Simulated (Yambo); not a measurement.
Ba$_{2}$MgMoO$_{6}$ (space group Fm-3m, No. 225): one transition space (4×4×4 mesh, 17 valence and 6 conduction bands, Tamm-Dancoff) with different kernels in Yambo, on PBEsol orbitals; field along x. BSE alone uses the static screening with 91 bands and a 3 Ry block; its scissor and those of RPA and TDDFT come from G0W0, that of the TDHF-type run from bare exchange.

| kernel | scissor (eV) | direct gap with it (eV) | lowest state (eV) |
|---|---|---|---|
| BSE (screened electron-hole attraction) | 1.48 | 3.53 | ___ |
| RPA (no attraction) | 1.48 | 3.53 | 3.53 (dark) |
| TDHF-type (unscreened attraction, exchange-only scissor) | 10.36 | 12.41 | ___ |

Task: Some entries are withheld; supply them.

Result: 
- BSE (screened electron-hole attraction), lowest state (eV): 2.70 (dark)
- TDHF-type (unscreened attraction, exchange-only scissor), lowest state (eV): 6.73 (dark)

RPA leaves the lowest state at the direct gap: no bound exciton. These are vertical excitations (zero momentum). Spin singlets only. Strong means a line over 3 % of the spectrum's maximum, dark under 0.03 %. Absolute energies carry the error of the G0W0 scissor, whose convergence isn't established. Convergence of the binding with the mesh was not shown.

Spin-orbit coupling is not included.

Geometry of the Materials Project entry, not relaxed at this level; primitive cell a = 5.807 Å, b = 5.807 Å, c = 5.807 Å, α = 60.00°, β = 60.00°, γ = 60.00°.

The structure is a Materials Project entry; no match was found in the copy of COD used, and its stability was not checked.
